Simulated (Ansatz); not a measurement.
Relaxed-ion elastic tensor of Ge2Mo (MoSi2 or CaC2 type, I4/mmm) in GPa (Voigt order), the program Ansatz at the PBEsol level (PAW); density 9.00 g/cm³, 14.83 Å³ per atom.

```csv
,1,2,3,4,5,6
1,332,116,88.7,0.0,0.0,0.0
2,116,332,88.7,0.0,0.0,0.0
3,88.7,88.7,367,0.0,0.0,0.0
4,0.0,0.0,0.0,155,0.0,0.0
5,0.0,0.0,0.0,0.0,155,0.0
6,0.0,0.0,0.0,0.0,0.0,173
```

### Question
Is the crystal mechanically stable?

### Answer
Yes: the smallest eigenvalue of C is 155 GPa.

### Question
Work out the Voigt, Reuss and Hill averages.

### Answer
K_V = 180, K_R = 180, K_H = 180; G_V = 146, G_R = 142, G_H = 144 GPa.

### Question
Give Young's modulus, Poisson's ratio, Pugh's ratio and the universal anisotropy index.

### Answer
E = 9KG/(3K + G) = 341 GPa; ν = 0.18; K/G = 1.25 (brittle by the Pugh limit of 1.75); A_U = 5G_V/G_R + K_V/K_R − 6 = 0.13.

### Question
Estimate the sound speeds and the Debye temperature.

### Answer
v_l = √((K + 4G/3)/ρ) = 6430 m/s, v_t = √(G/ρ) = 4000 m/s, mean 4410 m/s; Θ = (h/k)(3n/4πV)^(1/3) v_m = 534 K.

### Question
Solve the Christoffel equation for the three sound speeds along x, y, z.

### Answer
Eigenvalues of C_ijkl n_j n_l equal ρv². In km/s, slowest first: x 4.15, 4.39, 6.07; y 4.15, 4.39, 6.07; z 4.15, 4.15, 6.38.

### Question
How much does each axis shrink under pressure?

### Answer
Linear compressibilities β_i = Σ_j S_ij (j = 1 to 3): x 1.9, y 1.9, z 1.8 per TPa.

The first step of the workflow began from a Materials Project structure, measured or hypothetical; the Crystallography Open Database copy checked does not list it. COD files the formula under space group No. 62, so this cell is another polymorph or a model. Its standing as an ambient phase is unchecked. The cell was relaxed with PBEsol under the symmetry of its start; of distortions, only those at the zone centre were tested. No spin polarisation was allowed. As this level gives no gap, shear constants depend on the k-mesh and smearing (Fermi–Dirac, 0.1 eV here). On the denser mesh and wider smearing of the elastic run this cell carries a stress of 0.5 GPa.

Potentials: the later of the program's two PAW sets.
